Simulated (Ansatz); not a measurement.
SrAgSF:
Space group P4/nmm, origin choice 1 (No. 129); a = b = 3.983 Å, c = 8.768 Å, α = β = γ = 90.00°

```json
[
 {"atom": "Sr", "site": "2c", "symmetry": "4mm", "x": "0.5000", "y": "0.0000", "z": "0.1576"},
 {"atom": "Ag", "site": "2b", "symmetry": "-4m2", "x": "0.5000", "y": "0.5000", "z": "0.5000"},
 {"atom": "S", "site": "2c", "symmetry": "4mm", "x": "0.0000", "y": "0.5000", "z": "0.3065"},
 {"atom": "F", "site": "2a", "symmetry": "-4m2", "x": "0.0000", "y": "0.0000", "z": "0.0000"}
]
```

Relaxed with LDA.

Question: Which orbitals make up the states near the band edges in DFT-LDA in the program Ansatz with PAW potentials?

Answer: Top 1 eV of the valence band: S 3p 65 %, Ag 4d 28 %. Bottom 1 eV of the conduction band: S 3p 32 %, Ag 5s 32 %, S 3s 16 %, Sr 5s 11 %. Projections are on Löwdin-orthogonalised atomic valence shells; empty p or d shells of many metals are not among them.

Question: Tabulate the density of states.

Answer: States/eV per cell of 8 atoms, in 0.25 eV bins, energy from the valence-band maximum.

```
E (eV)  total  Ag 4d  F 2p  S 3p
------  -----  -----  ----  ----
-7.85    0.00   0.00  0.00  0.00
-7.60    0.00   0.00  0.00  0.00
-7.35    0.00   0.00  0.00  0.00
-7.10    0.00   0.00  0.00  0.00
-6.85    0.00   0.00  0.00  0.00
-6.60    0.00   0.00  0.00  0.00
-6.35    0.00   0.00  0.00  0.00
-6.10    0.28   0.06  0.11  0.06
-5.85    4.44   0.43  2.97  0.52
-5.60    8.58   0.98  5.98  0.78
-5.35   15.78   3.56  8.50  2.04
-5.10   13.30   3.95  6.83  1.52
-4.85   13.12   4.93  6.22  1.23
-4.60   15.24   7.46  5.27  1.81
-4.35   14.68   5.16  7.34  1.55
-4.10   10.47   6.88  1.19  1.91
-3.85   10.16   7.32  0.39  1.99
-3.60    7.22   5.66  0.13  1.14
-3.35    8.83   6.80  0.12  1.34
-3.10    9.44   7.22  0.11  1.43
-2.85    6.37   4.27  0.08  1.59
-2.60    3.43   2.08  0.04  1.06
-2.35    1.60   0.72  0.01  0.72
-2.10    1.54   0.64  0.01  0.76
-1.85    1.79   0.63  0.02  1.00
-1.60    1.91   0.66  0.02  1.08
-1.35    4.35   1.73  0.04  2.28
-1.10    6.96   2.51  0.08  3.88
-0.85    6.41   1.99  0.09  3.91
-0.60    6.47   1.81  0.07  4.24
-0.35    2.57   0.60  0.03  1.81
-0.10    1.08   0.24  0.01  0.79
0.15     0.00   0.00  0.00  0.00
0.40     0.00   0.00  0.00  0.00
0.65     0.00   0.00  0.00  0.00
0.90     0.00   0.00  0.00  0.00
1.15     0.00   0.00  0.00  0.00
1.40     0.07   0.00  0.00  0.02
1.65     0.27   0.00  0.00  0.08
1.90     0.52   0.00  0.01  0.17
2.15     0.75   0.01  0.01  0.25
2.40     1.19   0.02  0.01  0.39
2.65     2.34   0.05  0.02  0.67
2.90     2.73   0.07  0.02  0.58
3.15     2.36   0.06  0.02  0.37
3.40     3.45   0.08  0.02  0.32
3.65     2.38   0.05  0.01  0.12
3.90     0.78   0.01  0.00  0.03
4.15     2.37   0.03  0.02  0.07
4.40     2.15   0.02  0.02  0.07
4.65     4.80   0.08  0.02  0.34
4.90     4.76   0.06  0.03  0.20
5.15     3.34   0.03  0.02  0.07
5.40     3.58   0.02  0.02  0.05
5.65     4.88   0.02  0.04  0.08
5.90     5.93   0.02  0.05  0.14
```

The first step of the workflow began from a Materials Project structure, measured or hypothetical; the Crystallography Open Database copy checked does not list it. Whether it is the stable phase at ambient conditions was not checked. The LDA relaxation kept the symmetry of its start; phonons on a q-mesh show no instability. No spin polarisation was allowed. Spin–orbit coupling is left out wherever it is not named.

Potentials: the later of the program's two PAW sets.
